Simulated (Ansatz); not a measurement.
Calculated with Ansatz: CuH2Rh, settings compared

Input:

```yaml
crystal:
  lattice:
    - [2.993502, 0.0, 0.0]
    - [-1.496751, 2.59245, 0.0]
    - [0.0, -1.728297, 5.570026]
  atoms:
    - { symbol: Rh, position: [0.5, 0.0, 0.5] }
    - { symbol: Cu, position: [0.0, 0.0, 0.0] }
    - { symbol: H, position: [0.111, 0.222, 0.333] }
    - { symbol: H, position: [0.889, 0.778, 0.667] }
  symmetry: { tolerance: 0.0003 }
kpoints:
  mp_grid: { grid: [7, 7, 7], shift: [0, 0, 0] }
magnetization:
  spin_polarized: false
scf:
  occupations: { method: fermi_dirac }
hamiltonian:
  pseudopotentials: { kind: paw }
  xc: pbesol
basis:
  ecutwfc: 420
output:
  forces: true
  stress: true
  eigenvalues: true
```

The command:

```bash
ansatz run input.yaml --threads 1 --pin off --max-ram 2560MiB --backend cpu --events-out ev --progress --plain --runs-dir out
```

Origin of the cell: a known structure type with other elements, at an estimated volume, so it need not be a known compound.

The smearing width isn't typed, so it takes its default of 0.1 eV.

Output of this run (shortened):

```
Warning: crystal.lattice misses the space group found at crystal.symmetry.tolerance 3.0e-4 in a digit that the deck types, which is why this is a warning: making the lattice exact moves one o […]
Pseudopotentials: kind: paw
Pseudopotential: Rh, paw, valence charge 17, recommended cutoff 420 eV (normal), Rh.paw.azcp
Pseudopotential: Cu, paw, valence charge 19, recommended cutoff 420 eV (normal), Cu.paw.azcp
Pseudopotential: H, paw, valence charge 1, recommended cutoff 420 eV (normal), H.paw.azcp
Functional definition: PBEsol
  exchange = pbesol_x
  correlation = pbesol_c
Crystal: 4 atoms, lattice volume = 43.226 Å³
Basis set: ecut = 420 eV, 811 PW (Γ), exchange–correlation on 48×48×80 points (8 copies of the dense FFT grid, shifted against one another)
Bands: 23, of which v1, the nominal top of the filled ones, is band 19 counted from 1 (18 counted from 0)
Symmetry: 12 space group operations
Space group: R-3m (ITA 166), of the structure as read, at distance tolerance 1.1e-3 Å
k-points: 44 of 343
[… 8 lines left out …]
Initial density: superposition of atomic densities (neutral atoms: chi_scale 0, normalization atom), corrected by the library's trained network
Functional: x = pbesol(κ = 0.804, μ = 0.123457), c = pbesol(β = 0.046)
SCF iter   1: F=—  HF=-12957.681455 eV  Δρ=1.29e-2  dr2=5.37e-2
SCF iter   2: F=—  HF=-12957.673045 eV  Δρ=4.76e-3  dr2=9.03e-3
SCF iter   3: F=—  HF=-12957.671407 eV  Δρ=2.47e-3  dr2=2.19e-3
SCF iter   4: F=—  HF=-12957.670970 eV  Δρ=7.45e-4  dr2=2.60e-4
SCF iter   5: F=—  HF=-12957.670960 eV  Δρ=1.85e-4  dr2=1.73e-5
SCF iter   6: F=—  HF=-12957.670959 eV  Δρ=4.62e-5  dr2=1.23e-6
SCF iter   7: F=—  HF=-12957.670959 eV  Δρ=3.14e-5  dr2=5.83e-7
SCF iter   8: F=-12957.670959 eV  HF=-12957.670959 eV  Δρ=9.88e-6  dr2=5.23e-8
SCF 1 converged in 8 iterations: F = -12957.670959 eV  dr2 = 5.23e-8
SCF converged after 8 iterations
Free energy (F): -12957.670959 eV
Harris-Foulkes:  -12957.670959 eV  (|F-HF|=7.27e-8)
Internal energy: -12957.601478 eV  (E = F + TS)
E sigma→0 (E₀):  -12957.636218 eV
Entropy (-TS):   -0.069482 eV (-17.370 meV/atom)
Fermi energy:    10.651712 eV
--- Per-component energies (eV) ---
  E_band       = -722.401459
  E_kinetic    = 893.261166
  E_local      = -7136.849197  (includes V_loc(G=0)·N_el)
  E_nonlocal   = 762.365702
  E_hartree    = 2953.691348
  E_xc         = -321.251700
  E_vxc        = -408.327705  (∫ρ·V_xc dr)
  E_paw        = -5160.955710  (= ΣΔE_a)
  E_vpaw       = -740.244338  (= ΣTr[D̂ρ^β])
  E_aug_tail   = -0.000759  (compensation charges beyond the density's cutoff)
  E_ewald      = -4948.344730
  E_core_change = 0.482402  (= ΣΔE_core)
  E_smearing   = -0.069482  (= −TS)
  Σ components = -12957.670959   (vs F -12957.670959, Δ=0.00e0)
--- Forces (eV/Å), atoms counted from 1 ---
  atom   1  Rh     0.000000     0.000000     0.000000
  atom   2  Cu     0.000000    -0.000000     0.000000
  atom   3  H     -0.000000     0.000000     0.406266
  atom   4  H      0.000000    -0.000000    -0.406266
  max |Σ_I F_I| component: 1.11e-16 eV/Å
--- Stress (GPa, compression-positive) ---
      -22.002655       0.000000       0.000000
        0.000000     -22.002655      -0.000001
        0.000000      -0.000001     -25.681484
  P = ⅓ Tr σ = -23.2289 GPa (-232.289 kbar)
```

The same input was run again with these changes:

1. `scf.occupations.method` fermi_dirac → gaussian; `scf.occupations.width` default → 0.01; `hamiltonian.xc` pbesol → revpbe
2. `basis.xc_grid` default → 2
3. `kpoints.mp_grid.grid` [7, 7, 7] → [6, 6, 6]

```json
{"run": "base", "end": "converged", "SCF iterations": "8", "P (GPa)": "-23.23", "max force component (eV/Å)": "0.406", "moment (μB)": "–", "ΔE(σ→0) (meV/atom)": "0"}
{"run": "1", "end": "converged", "SCF iterations": "6", "P (GPa)": "-16.62", "max force component (eV/Å)": "0.393", "moment (μB)": "–", "ΔE(σ→0) (meV/atom)": "–"}
{"run": "2", "end": "converged", "SCF iterations": "8", "P (GPa)": "-23.23", "max force component (eV/Å)": "0.406", "moment (μB)": "–", "ΔE(σ→0) (meV/atom)": "0.00"}
{"run": "3", "end": "converged", "SCF iterations": "8", "P (GPa)": "-23.32", "max force component (eV/Å)": "0.398", "moment (μB)": "–", "ΔE(σ→0) (meV/atom)": "-7.23"}
```

Energies are compared only where functional, datasets, charge and starting cell are the same.

Not properties of the system: run 3 (too coarse or loose: `kpoints.mp_grid.grid` = [6, 6, 6]).

Caveats of the base run: no moments, though an odd count or open d shells may carry them; the k mesh is coarse if the cell is a metal.

Run 1: forces of this functional can be a tenth off on datasets made under PBE.

The base run took 2 s on 1 thread of INTEL(R) XEON(R) PLATINUM 8581C CPU @ 2.10GHz (Emerald Rapids), on a shared host, peak memory 0.41 GiB, from the program's own first density.
